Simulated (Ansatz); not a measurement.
A relaxed cell of ZrTi₃C₄ is given with its symmetry left out. The cell was found from a structure generator's guess, not taken from experiment.

Theory: DFT PBE, scalar-relativistic, plane waves, PAW (Ansatz 0.2.0). Cutoff 420 eV, Γ-centred mesh, Gaussian smearing, no spin polarisation.

```cif
data_structure
_symmetry_space_group_name_H-M 'P 1'
_symmetry_Int_Tables_number 1
_cell_length_a 5.4311
_cell_length_b 5.4311
_cell_length_c 3.1431
_cell_angle_alpha 90.000
_cell_angle_beta 90.000
_cell_angle_gamma 109.445
_cell_volume 87.42
loop_
_atom_site_label
_atom_site_type_symbol
_atom_site_fract_x
_atom_site_fract_y
_atom_site_fract_z
_atom_site_occupancy
Zr1 Zr 0.50000 0.50000 0.00000 1
Ti1 Ti 0.00000 0.00000 0.00000 1
Ti2 Ti 0.00000 0.50000 0.50000 1
Ti3 Ti 0.50000 0.00000 0.50000 1
C1 C 0.75558 0.24442 0.00000 1
C2 C 0.24442 0.75558 0.00000 1
C3 C 0.76136 0.76136 0.50000 1
C4 C 0.23864 0.23864 0.50000 1
```

The zero of energy is the elements' standard structures at the same level; no fitted shifts are applied.

(1) What space group does it have?

(2) How far does it lie from the elements in energy?

(3) Is it a metal?

Answers

(1) Cmmm (No. 65), with Zr and Ti ordered on rock salt sites. Conventional cell: a = 6.273 Å, b = 8.867 Å, c = 3.143 Å. Zr has 6 C at 2.27 Å, 10 Ti at 3.14 Å and 2 Zr at 3.14 Å; Ti on a site of symmetry mmm is surrounded by 6 C at 2.17 Å, 2 Zr at 3.14 Å and 10 Ti at 3.14 Å; Ti on a site of symmetry 2/m has 6 C at 2.22 Å, 8 Ti at 3.14 Å and 4 Zr at 3.14 Å; around C on a site of symmetry m2m lie 5 Ti at 2.17–2.22 Å and 1 Zr at 2.27 Å; 1 more site not described.

(2) −0.78 eV/atom. Whether it is stable depends on the other phases of the system, which aren't compared here.

(3) Yes, bands cross the Fermi level on the 8×8×12 mesh.

The last run used an 8×8×12 mesh (in the run's order of axes) for its 8-atom cell and Gaussian smearing of 0.10 eV. The reference form of C is held partly by dispersion forces, which this level lacks. A later test with randomly moved atoms came back to the same energy, though modes that don't fit the test's cell weren't probed.
